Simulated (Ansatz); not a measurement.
## Mg2Cd3Te5 (I-4m2) at 2 levels of theory

One geometry, relaxed with PBE; plane waves with PAW potentials in Ansatz, scalar-relativistic. No spin polarisation. Gaps are the least over mesh and band path; pressure is positive in compression.

```
CELL_PARAMETERS angstrom
-2.32774 2.32774 16.38829
2.32774 -2.32774 16.38829
2.32774 2.32774 -16.38829
ATOMIC_POSITIONS crystal
Mg 0.59960 0.59960 0.00000
Mg 0.40040 0.40040 0.00000
Cd 0.19923 0.19923 0.00000
Cd 0.80077 0.80077 0.00000
Cd 0.00000 0.00000 0.00000
Te 0.25000 0.75000 0.50000
Te 0.85178 0.35178 0.50000
Te 0.44901 0.94901 0.50000
Te 0.05099 0.55099 0.50000
Te 0.64822 0.14822 0.50000
```

| level | cutoff (eV) | k mesh | gap (eV) | pressure (GPa) |
| --- | --- | --- | --- | --- |
| PBE | 420 | 8×8×8 | 1.20 | 0.0 |

**Question.** What comes out on the same cell with LDA?

**Answer.**
```csv
level,cutoff (eV),k mesh,gap (eV),pressure (GPa)
LDA,420,8×8×8,0.96,-3.0
```

Spin-orbit coupling matters for the bands of heavy elements and is left out.

The cell was found from a structure generator's guess, not taken from experiment.
